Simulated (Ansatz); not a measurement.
Ti (hcp, Mg type)

```
Ti
1.0
    2.90040     0.00000     0.00000
   -1.45020     2.51182     0.00000
    0.00000     0.00000     4.59020
Ti
2
Direct
  0.33333   0.66667   0.75000
  0.66667   0.33333   0.25000
```

The slice is a (0001) plane (indices of the conventional cell) through the point (0.667, 0.333, 0.250) (fractional), spanned by u = [110] and v = [1 -1 0] in vectors of this cell: u (2.90 Å) and v (5.02 Å, at 90° to u). It covers one period; positions are fractions (u, v).

These are PBEsol (plane waves to 420 eV, PAW, scalar-relativistic; Ansatz, a quantum-chemistry and plane-wave program) values and carry that method's errors. k mesh 18×18×10. Near the nuclei the fields are pseudised (PAW); where an atom keeps semicore shells as valence, they peak there. The PAW data are Ansatz's earlier set. Ti is run without spin polarisation. Ti was relaxed with its symmetry unable to fall.

Three fields on this plane, each scaled to ten steps between its own extremes (0 low, 9 high; the total valence density on a logarithmic scale, the potential cut 8 eV below its top; x marks points blanked near nuclei; v = 0 in the bottom row):

Map A
```
|xxxxxx15651xxxxx|
|xxxxxx36763xxxxx|
|xxxxx0477740xxxx|
|xxxx036787630xxx|
|xxx03578887530xx|
|1134567777765431|
|6666666555666666|
|9887642101246788|
|998630xxxxx03689|
|99740xxxxxxx0479|
|9850xxxxxxxxx058|
|873xxxxxxxxxxx37|
|762xxxxxxxxxxx26|
|651xxxxxxxxxxx15|
|651xxxxxxxxxxx15|
|763xxxxxxxxxxx36|
|7740xxxxxxxxx047|
|87630xxxxxxx0367|
|887530xxxxx03578|
|7776543111345677|
|5566666666666665|
|0124678898876421|
|xxx03689998630xx|
|xxxx047999740xxx|
|xxxxx0589850xxxx|
|xxxxxx37873xxxxx|
|xxxxxx26762xxxxx|
|xxxxxx15651xxxxx|
```

Map B
```
|xxxxxx52125xxxxx|
|xxxxxx41014xxxxx|
|xxxxx6200026xxxx|
|xxxx831000138xxx|
|xxx84100000148xx|
|8764210000012467|
|5543221111122345|
|4443334565433344|
|444458xxxxx85444|
|44569xxxxxxx9654|
|4459xxxxxxxxx954|
|446xxxxxxxxxxx64|
|347xxxxxxxxxxx74|
|236xxxxxxxxxxx63|
|125xxxxxxxxxxx52|
|014xxxxxxxxxxx41|
|0026xxxxxxxxx620|
|00138xxxxxxx8310|
|000148xxxxx84100|
|0001246787642100|
|1112234555432211|
|6543334444433345|
|xxx85444444458xx|
|xxxx965444569xxx|
|xxxxx9544459xxxx|
|xxxxxx64446xxxxx|
|xxxxxx74347xxxxx|
|xxxxxx63236xxxxx|
```

Map C
```
|xxxxxx01210xxxxx|
|xxxxxx01210xxxxx|
|xxxxx0012100xxxx|
|xxxx000232000xxx|
|xxx00012321000xx|
|1111112222211111|
|4433211000112334|
|8764200000002467|
|996310xxxxx01369|
|98511xxxxxxx1158|
|8631xxxxxxxxx136|
|641xxxxxxxxxxx14|
|420xxxxxxxxxxx02|
|210xxxxxxxxxxx01|
|210xxxxxxxxxxx01|
|210xxxxxxxxxxx01|
|2100xxxxxxxxx001|
|32000xxxxxxx0002|
|321000xxxxx00012|
|2221111111111122|
|0011233444332110|
|0000246787642000|
|xxx01369996310xx|
|xxxx115898511xxx|
|xxxxx1368631xxxx|
|xxxxxx14641xxxxx|
|xxxxxx02420xxxxx|
|xxxxxx01210xxxxx|
```

Problem. Assign the maps to these fields: electron localisation function (ELF); valence electron density; electrostatic potential energy of an electron, from the cell's mean.

Solution. A is the electrostatic potential energy of an electron, from the cell's mean; B is the valence electron density; C is the electron localisation function (ELF).
